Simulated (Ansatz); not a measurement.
One stationary structure of ZrO₂. Space group Pnma (No. 62), AFLOW prototype A2B_oP12_62_2c_c (C23, as in PbCl2). These are r2SCAN (plane waves to 500 eV, PAW, scalar-relativistic; Ansatz, a quantum-chemistry and plane-wave program) values and carry that method's errors.

```cif
data_O8Zr4
_chemical_formula_sum 'Zr4 O8'
_space_group_name_H-M_alt 'Pnma'
_space_group_IT_number 62
_space_group_name_Hall '-P 2ac 2n'
_cell_length_a 5.57709
_cell_length_b 3.34964
_cell_length_c 6.49692
_cell_angle_alpha 90.000
_cell_angle_beta 90.000
_cell_angle_gamma 90.000
loop_
_space_group_symop_operation_xyz
  'x, y, z'
  '-x, -y, -z'
  '-x+1/2, -y, z+1/2'
  'x+1/2, y, -z+1/2'
  'x+1/2, -y+1/2, -z+1/2'
  '-x+1/2, y+1/2, z+1/2'
  '-x, y+1/2, -z'
  'x, -y+1/2, z'
loop_
_atom_site_label
_atom_site_type_symbol
_atom_site_symmetry_multiplicity
_atom_site_Wyckoff_symbol
_atom_site_fract_x
_atom_site_fract_y
_atom_site_fract_z
_atom_site_occupancy
Zr1 Zr 4 c 0.24779 0.75000 0.39138 1
O1 O 4 c 0.13943 0.25000 0.57569 1
O2 O 4 c 0.02343 0.25000 0.16013 1
```

Q: Estimate the band gap that r2SCAN returns for this input.

A: 3.45 eV, direct at Γ (no spin-orbit coupling).

No spin polarisation in the result.

The run could not lose the symmetry of its start.

The first start was generated by placing the elements on the sites of a structure type. Materials Project lists a structure of ZrO2 in the same space group, Pnma (No. 62); the sites were not compared with it, nor with measured phases. Known forms of ZrO2 include space group No. 14, 137, 225.
